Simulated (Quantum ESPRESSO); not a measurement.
# W3Mo2AuMgAg: input and log of a self-consistent run

A calculation, not a measurement. The program is pw.x of Quantum ESPRESSO 7.5 (plane-wave density functional theory). The cell is made up: eight metal atoms on a hexagonal close-packed lattice, with elements, volume, strain and displacements drawn at random and not relaxed, so it may be unstable or far from any real phase. PseudoDojo standard norm-conserving files set the functional (PBE unless stated); there is no spin polarisation or spin-orbit coupling, the Fermi-Dirac width of 0.25 eV means electrons at about 2900 K, and the masses in the input are unused placeholders. Heavy elements are run without spin-orbit coupling, which real alloys of them have. A spin test at this wide smearing found no moment, but such smearing suppresses magnetism that the real alloy may have.

Input:

```
&control calculation='scf', pseudo_dir='./dojo.nc.sr.pbe.v0_5.standard.upf', outdir='./o', disk_io='medium', tprnfor=.true., tstress=.true. /
&system ibrav=0, nat=8, ntyp=5, nbnd=75, ecutwfc=84.00895049, nosym=.true., tot_charge=0,
 occupations='smearing', smearing='fd', degauss=0.0183746611
/
&electrons conv_thr=1.470e-08, electron_maxstep=70, mixing_beta=0.5 /
ATOMIC_SPECIES
Ag 1.0 Ag.upf
Au 1.0 Au.upf
Mg 1.0 Mg.upf
Mo 1.0 Mo.upf
W 1.0 W.upf
CELL_PARAMETERS angstrom
4.1654 -2.4501 0.0502
-2.8132 0.033 -4.7137
2.8089 4.9556 -0.032
ATOMIC_POSITIONS angstrom
W -0.0102 -0.0588 -0.0036
Mo 1.3817 2.4567 -0.0017
Mo 0.0137 1.6875 -2.3742
Au 1.3897 4.1289 -2.3871
W 2.7698 0.0483 0.0145
W 4.1853 2.5043 -0.0124
Mg 1.3723 -0.8028 -2.3118
Ag 2.7311 1.7356 -2.3549
K_POINTS automatic
6 5 4 1 1 1
```

The log is shortened where brackets say so; the opening notice, blank lines, dates and the lines on written files are dropped, and the path of the files is cut. It prints rydbergs, bohrs and kilobars, and counts compression as positive stress. Its total energy is the free energy E - TS of the whole cell.

```
     Program PWSCF v.7.5
     Parallel version (MPI & OpenMP), running on       1 processor cores
     Number of MPI processes:                 1
     Threads/MPI process:                     1
     [start-up lines left out]
     bravais-lattice index     =            0
     lattice parameter (alat)  =       9.1327  a.u.
     unit-cell volume          =     872.2372 (a.u.)^3
     number of atoms/cell      =            8
     number of atomic types    =            5
     number of electrons       =       118.00
     number of Kohn-Sham states=           75
     kinetic-energy cutoff     =      84.0090  Ry
     charge density cutoff     =     336.0358  Ry
     scf convergence threshold =      1.5E-08
     mixing beta               =       0.5000
     number of iterations used =            8  plain     mixing
     Exchange-correlation= PBE
                           (   1   4   3   4   0   0   0)
     [axes and pseudopotential details left out]
   Cartesian axes
     site n.     atom                  positions (alat units)
         1        W      tau(   1) = (  -0.0021106  -0.0121668  -0.0007449  )
         2        Mo     tau(   2) = (   0.2858998   0.5083376  -0.0003518  )
         3        Mo     tau(   3) = (   0.0028348   0.3491756  -0.4912668  )
         4        Au     tau(   4) = (   0.2875552   0.8543474  -0.4939361  )
         5        W      tau(   5) = (   0.5731239   0.0099942   0.0030003  )
         6        W      tau(   6) = (   0.8660176   0.5181870  -0.0025658  )
         7        Mg     tau(   7) = (   0.2839548  -0.1661145  -0.4783551  )
         8        Ag     tau(   8) = (   0.5651162   0.3591284  -0.4872733  )
     number of k points=    60  Fermi-Dirac smearing, width (Ry)=  0.0184
                       cart. coord. in units 2pi/alat
        k(    1) = (   0.1273886   0.0485465  -0.1782143), wk =   0.0333333
        k(    2) = (   0.2353293   0.2307620  -0.2413591), wk =   0.0333333
     [further k points left out]
     Dense  grid:    90775 G-vectors     FFT dimensions: (  54,  64,  64)
     Estimated max dynamical RAM per process >     179.48 MB
     Initial potential from superposition of free atoms
     starting charge     117.9942, renormalised to     118.0000
     Starting wfcs are   75 randomized atomic wfcs
     total cpu time spent up to now is       24.5 secs
     per-process dynamical memory:    99.9 Mb
     Self-consistent Calculation
     iteration #  1     ecut=    84.01 Ry     beta= 0.50
     Davidson diagonalization with overlap
     ethr =  1.00E-02,  avg # of iterations =  5.4
     total cpu time spent up to now is      118.7 secs
     total energy              =   -1459.54765571 Ry
     estimated scf accuracy    <       3.14813583 Ry
     iteration #  2     ecut=    84.01 Ry     beta= 0.50
     Davidson diagonalization with overlap
     ethr =  2.67E-03,  avg # of iterations =  3.0
     total cpu time spent up to now is      211.8 secs
     total energy              =   -1459.18890520 Ry
     estimated scf accuracy    <      18.65971678 Ry
     iteration #  3     ecut=    84.01 Ry     beta= 0.50
     Davidson diagonalization with overlap
     ethr =  2.67E-03,  avg # of iterations =  2.0
     total cpu time spent up to now is      284.4 secs
     total energy              =   -1460.94767787 Ry
     estimated scf accuracy    <       3.11937572 Ry
     iteration #  4     ecut=    84.01 Ry     beta= 0.50
     Davidson diagonalization with overlap
     ethr =  2.64E-03,  avg # of iterations =  1.0
     total cpu time spent up to now is      353.6 secs
     total energy              =   -1461.19126947 Ry
     estimated scf accuracy    <       0.18405291 Ry
     iteration #  5     ecut=    84.01 Ry     beta= 0.50
     Davidson diagonalization with overlap
     ethr =  1.56E-04,  avg # of iterations =  4.1
     total cpu time spent up to now is      442.7 secs
     total energy              =   -1461.21173693 Ry
     estimated scf accuracy    <       0.10515753 Ry
     [iterations 6 to 12 left out]
     iteration # 13     ecut=    84.01 Ry     beta= 0.50
     Davidson diagonalization with overlap
     ethr =  1.22E-09,  avg # of iterations =  2.0
     total cpu time spent up to now is      969.0 secs
     total energy              =   -1461.22965238 Ry
     estimated scf accuracy    <       0.00000052 Ry
     iteration # 14     ecut=    84.01 Ry     beta= 0.50
     Davidson diagonalization with overlap
     ethr =  4.42E-10,  avg # of iterations =  2.0
     total cpu time spent up to now is     1038.7 secs
     total energy              =   -1461.22965242 Ry
     estimated scf accuracy    <       0.00000081 Ry
     iteration # 15     ecut=    84.01 Ry     beta= 0.50
     Davidson diagonalization with overlap
     ethr =  4.42E-10,  avg # of iterations =  1.0
     total cpu time spent up to now is     1100.4 secs
     total energy              =   -1461.22965248 Ry
     estimated scf accuracy    <       0.00000006 Ry
     iteration # 16     ecut=    84.01 Ry     beta= 0.50
     Davidson diagonalization with overlap
     ethr =  5.06E-11,  avg # of iterations =  2.0
     total cpu time spent up to now is     1161.8 secs
     total energy              =   -1461.22965248 Ry
     estimated scf accuracy    <       0.00000023 Ry
     iteration # 17     ecut=    84.01 Ry     beta= 0.50
     Davidson diagonalization with overlap
     ethr =  5.06E-11,  avg # of iterations =  2.0
     total cpu time spent up to now is     1218.6 secs
     End of self-consistent calculation
     [lines on levels left out]
!    total energy              =   -1461.22965250 Ry
     estimated scf accuracy    <          9.4E-09 Ry
     smearing contrib. (-TS)   =      -0.10175470 Ry
     internal energy E=F+TS    =   -1461.12789780 Ry
     The total energy is F=E-TS. E is the sum of the following terms:
     one-electron contribution =    -401.49543626 Ry
     hartree contribution      =     261.67645943 Ry
     xc contribution           =    -254.94653270 Ry
     ewald contribution        =   -1066.36238826 Ry
     convergence has been achieved in  17 iterations
     Forces acting on atoms (cartesian axes, Ry/au):
     atom    1 type  5   force =     0.00231318    0.02794168   -0.01405364
     atom    2 type  4   force =    -0.02015293   -0.00262548   -0.01072176
     atom    3 type  4   force =    -0.01872606   -0.01002211   -0.00326627
     atom    4 type  2   force =     0.00668929    0.01982073    0.00134790
     atom    5 type  5   force =     0.00787170    0.00119122    0.00852304
     atom    6 type  5   force =     0.00135141   -0.00858544    0.02523494
     atom    7 type  3   force =    -0.00379921   -0.00518705   -0.01117481
     atom    8 type  1   force =     0.02445262   -0.02253356    0.00411061
     Total force =     0.067453     Total SCF correction =     0.000146
     Computing stress (Cartesian axis) and pressure
          total   stress  (Ry/bohr**3)                   (kbar)     P=       49.63
   0.00032860   0.00007354  -0.00004227           48.34       10.82       -6.22
   0.00007354   0.00024685   0.00008408           10.82       36.31       12.37
  -0.00004227   0.00008408   0.00043679           -6.22       12.37       64.25
     init_run     :     22.17s CPU     24.37s WALL (       1 calls)
     electrons    :   1114.49s CPU   1194.09s WALL (       1 calls)
     forces       :      8.93s CPU      9.04s WALL (       1 calls)
     stress       :     43.34s CPU     43.55s WALL (       1 calls)
     [timing details left out]
     PWSCF        :  19m49.22s CPU  21m15.02s WALL
     JOB DONE.
```

In other units: free energy -19881.042 eV for the cell, pressure 4.96 GPa, largest force component 0.718 eV/Å in size. The run took 1276 s of wall time with one process on a shared machine (AMD EPYC, Zen 5, virtual cores), so the time is rough. A rerun of this cell at a higher cutoff and on a denser mesh moved values by no more than 0.007 eV in energy, 0.09 GPa in stress and 0.008 eV/Å in force, and a second program with other atomic files agreed on that cell to 2 % rms in force and 0.5 GPa in pressure.